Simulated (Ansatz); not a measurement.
A distorted cell of C (graphite type, space group P6_3/mmc):

```xyz
4
Lattice="2.4552 0.0000 0.0000 -1.2276 2.1263 0.0000 0.0000 0.0000 6.6705" Properties=species:S:1:pos:R:3 pbc="T T T"
C     -0.0990    -0.0990     1.6676
C      0.0000     0.0000     5.0029
C      0.0000     1.4175     1.6676
C      1.2276     0.7088     5.0029
```

Calculation: r2SCAN+rVV10 (plane waves to 500 eV, PAW, scalar-relativistic; Ansatz, a quantum-chemistry and plane-wave program). k mesh 12×12×4 (Γ-centred), Fermi-Dirac smearing 0.05 eV. Energies are smeared free energies. Stress and pressure are positive under compression. With partly filled bands, energies and forces of such displacements shift with the k mesh and the smearing. C was relaxed with its symmetry unable to fall. The PAW data are Ansatz's earlier set.

What forces act on the atoms (eV/Å, Cartesian)?


| atom | Fx | Fy | Fz |
|---|---|---|---|
| C1 | 6.965 | 5.609 | 0.000 |
| C2 | 0.020 | 0.012 | 0.000 |
| C3 | -6.974 | -5.611 | 0.000 |
| C4 | -0.012 | -0.010 | 0.000 |

Give the stress tensor in GPa and the pressure.


```
   13.7      7.0      0.0
    7.0      1.8      0.0
    0.0      0.0      0.1
```
The pressure, a third of the trace, is 5.2 GPa.

In it atom 1 sits (-0.099, -0.099, 0.000) Å away from its relaxed site. What is its energy relative to the relaxed cell?

594 meV/cell.

(A displaced cell: forces are minus the slopes of the energy, force constants its curvatures, and phonons follow from these.)
